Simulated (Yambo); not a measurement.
Yambo run on WCu2S4 (space group P-42m, No. 111). The wavefunctions are PBEsol (pw.x of Quantum ESPRESSO, ONCV potentials, scalar-relativistic) ones on a 2×2×2 mesh (38 occupied bands); a = 5.376 Å, b = 5.376 Å, c = 5.060 Å, α = 90.00°, β = 90.00°, γ = 90.00°.

Yambo input:

```
rim_cut
gw0
dyson
el_el_corr
HF_and_locXC
ppa
em1d
RandQpts= 1000000
RandGvec= 1 Ry
EXXRLvcs= 92 Ry
VXCRLvcs= 368 Ry
Chimod= "HARTREE"
% BndsRnXp
 10 | 145 |
%
NGsBlkXp= 8 Ry
% LongDrXp
 1.0 | 1.0 | 1.0 |
%
PPAPntXp= 27.2114 eV
% GbndRnge
 1 | 306 |
%
GTermKind= "BG"
DysSolver= "n"
ExtendOut
% QPkrange
 3 | 3 | 38 | 39 |
 6 | 6 | 38 | 38 |
%
```

k points by index: 3 = X, 6 = A.

Resulting energies as the program prints them:

```
#    K-point    Band    Eo [eV]    E [eV]    E-Eo [eV]    Vxc [eV]    Vnlxc [eV]    Sc|Eo [eV]    Sc|E [eV]    dSc/dw|Eo [eV]    Re(Z)    Im(Z)
#
    3    38    -0.482182    -0.932341    -0.450159    -19.36865    -23.63365    3.667600    3.814846    -8.897910    0.753580    -0.001661
    3    39    1.181359    1.866316    0.684956    -17.16839    -13.63255    -2.657540    -2.850879    -7.679832    0.779889    -0.001474
    6    38    0.000000    -0.456178    -0.456178    -19.34510    -23.24165    3.292952    3.440375    -8.791403    0.755810    -0.001614
```
(The two width columns are left out.) Convergence of these settings isn't established.

Spin-orbit coupling is not included.

Geometry relaxed with PBE+D3(BJ).

The structure is a Materials Project entry; no match was found in the copy of COD used, and its stability was not checked.
